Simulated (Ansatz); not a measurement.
MoPt:
```xyz
2
Lattice="3.1402 0.0000 0.0000 0.0000 3.1402 0.0000 0.0000 0.0000 3.1402" Properties=species:S:1:pos:R:3 pbc="T T T"
Pt     0.0000     0.0000     0.0000
Mo     1.5701     1.5701     1.5701
```

Relaxed with PBEsol. Special points in fractions of this cell's reciprocal vectors: Γ (0.000, 0.000, 0.000); X (0.000, 0.500, 0.000); M (0.500, 0.500, 0.000); R (0.500, 0.500, 0.500).

Q: List the band energies nearest the Fermi level at these points for DFT-PBEsol with spin–orbit coupling in the program Ansatz with PAW potentials.

A: In eV from the Fermi level; about four levels below and three above (degenerate sets whole), none deeper than 8.9 eV; points with the same levels are listed once.

| k | below | above |
|---|---|---|
| Γ | -3.74 -3.74 -3.74 -3.74 -3.04 -3.04 | 0.10 0.10 0.10 0.10 |
| X | -0.74 -0.74 -0.51 -0.51 | 0.93 0.93 3.20 3.20 |
| M | -1.20 -1.20 -0.01 -0.01 | 0.60 0.60 0.69 0.69 |
| R | -1.31 -1.31 -1.31 -1.31 | 2.41 2.41 2.41 2.41 |

Space group Pm-3m (CsCl type). The start of the workflow was typed in or built on a structure type; neither database checked (COD, Materials Project) lists it. Its standing as an ambient phase is unchecked. Symmetry was held in the PBEsol relaxation. At this level the phase is mechanically unstable. The run is not spin-polarised. Its formation energy is positive at this level, so the cell may be metastable or incomplete.

Potentials: the earlier of the program's two PAW sets. The files were generated under PBE; for other functionals the program regenerates the frozen cores, and for LDA and PBEsol the local potential too.
